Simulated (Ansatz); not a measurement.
An Ansatz input:

```yaml
crystal:
  lattice:
    - [0.0, 3.8402687897, 3.8402687897]
    - [3.8402687897, 0.0, 3.8402687897]
    - [3.8402687897, 3.8402687897, 0.0]
  atoms:
    - { symbol: "Y", position: [0.125, 0.125, 0.125] }
    - { symbol: "Y", position: [0.875, 0.875, 0.875] }
hamiltonian:
  xc: blyp
  pseudopotentials:
    kind: paw
    azcp:
      "Y": "pseudopotentials/Y.paw.azcp"
basis:
  ecutwfc: 420
  fft_grid_basis: typed
kpoints:
  mp_grid: { grid: [12, 12, 12], shift: [0, 0, 0] }
magnetization:
  spin_polarized: false
scf:
  occupations: { method: fermi_dirac, width: 0.1 }
```

Terminal output

```
Engine: ansatz 0.2.0, aarch64-unknown-linux-gnu
Pseudopotentials: kind: paw
Pseudopotential: Y, paw, valence charge 11, recommended cutoff 420 eV (normal) 
Functional definition: BLYP
  parameter beta = 0.0042
  parameter a = 0.04918
  parameter b = 0.132
  parameter c = 0.2533
  parameter d = 0.349
  exchange = b88_x(beta = beta)
  correlation = lyp_c(a = a, b = b, c = c, d = d)
Crystal: 2 atoms, lattice volume = 113.270 Å³
Basis set: ecut = 420 eV, 2229 PW (Γ), exchange–correlation on 80×80×80 points (8 copies of the dense FFT grid, shifted against one another)
Bands: 15, of which v1, the nominal top of the filled ones, is band 11 counted from 1 (10 counted from 0)
Symmetry: 48 space group operations
Space group: Fd-3m (ITA 227), of the structure as read, at distance tolerance 4.8e-5 Å
k-points: 72 of 1728
Non-local potential: Y, projectors of the file, l = 0: 3, l = 1: 2, l = 2: 2, l = 3: 1
PAW form: soft (Blöchl's): semilocal exchange-correlation on the pseudo side does not see the compensation charge
PAW frozen core: Y, regenerated for the run's functional, and the local potential with it (the file was generated under x = pbe(κ = 0.804, μ = 0.2195149727645171), c = pbe(β = 0.06672455060314922))
PAW one-centre angular grid: Y, 590 points (default); XC on 64 Gauss nodes
Initial density: superposition of atomic densities (neutral atoms: chi_scale 0, normalization atom), corrected by the library's trained network
Initial wavefunctions: pseudopotential atomic-orbital guess
Functional: x = b88, c = lyp
SCF iter   1: F=—  HF=-7719.091054 eV  |F-HF|=—  |Δ(HF+E_count)|=         —  Δρ=5.85e-3  dr2=8.80e-2  ethr=1.77e-3  ⟨swp⟩=4.7  Hψ=11186  notcnv=0
automatic band count: the SCF goes on with 19 bands, as 15 were too few: the levels above may hold too much charge
SCF iter   2: F=—  HF=-7719.080285 eV  |F-HF|=—  |Δ(HF+E_count)|=   1.08e-2  Δρ=3.40e-3  dr2=3.31e-2  ethr=4.00e-4  ⟨swp⟩=1.0  Hψ=1945  notcnv=0
SCF iter   3: F=—  HF=-7719.076755 eV  |F-HF|=—  |Δ(HF+E_count)|=   3.53e-3  Δρ=6.97e-4  dr2=1.10e-3  ethr=1.50e-4  ⟨swp⟩=2.0  Hψ=1648  notcnv=0
SCF iter   4: F=—  HF=-7719.077508 eV  |F-HF|=—  |Δ(HF+E_count)|=   7.53e-4  Δρ=2.15e-4  dr2=8.38e-5  ethr=4.99e-6  ⟨swp⟩=2.0  Hψ=1626  notcnv=0
SCF iter   5: F=—  HF=-7719.077643 eV  |F-HF|=—  |Δ(HF+E_count)|=   1.35e-4  Δρ=6.61e-5  dr2=6.73e-6  ethr=3.81e-7  ⟨swp⟩=2.1  Hψ=1705  notcnv=0
SCF iter   6: F=—  HF=-7719.077658 eV  |F-HF|=—  |Δ(HF+E_count)|=   1.47e-5  Δρ=2.11e-5  dr2=6.35e-7  ethr=3.06e-8  ⟨swp⟩=2.6  Hψ=2144  notcnv=0
SCF iter   7: F=-7719.077661 eV  HF=-7719.077661 eV  |F-HF|=1.49e-7  |Δ(HF+E_count)|=   2.83e-6  Δρ=4.79e-6  dr2=2.56e-8  ethr=4.55e-10  ⟨swp⟩=3.0  Hψ=2700  notcnv=0
SCF 1 converged in 7 iterations: F = -7719.077661 eV  dr2 = 2.56e-8
SCF converged after 7 iterations
Free energy (F): -7719.077661 eV
Harris-Foulkes:  -7719.077661 eV  (|F-HF|=1.49e-7)
Internal energy: -7718.845102 eV  (E = F + TS)
E sigma→0 (E₀):  -7718.961381 eV
Entropy (-TS):   -0.232558 eV (-116.279 meV/atom)
Fermi energy:    4.622540 eV
--- Per-component energies (eV) ---
  E_band       = -358.334447
  E_kinetic    = 606.116515
  E_local      = -1799.880962  (includes V_loc(G=0)·N_el)
  E_nonlocal   = 102.966193
  E_hartree    = 612.820353
  E_xc         = -337.539702
  E_vxc        = -385.420170  (∫ρ·V_xc dr)
  E_paw        = -5681.468480  (= ΣΔE_a)
  E_vpaw       = -107.756588  (= ΣTr[D̂ρ^β])
  E_aug_tail   = 0.000006  (compensation charges beyond the density's cutoff)
  E_ewald      = -1222.014180
  E_core_change = 0.155155  (= ΣΔE_core)
  E_smearing   = -0.232558  (= −TS)
  E_closure    = 0.000000  (closes the sum)
  Σ components = -7719.077661   (vs F -7719.077661, Δ=0.00e0)
```
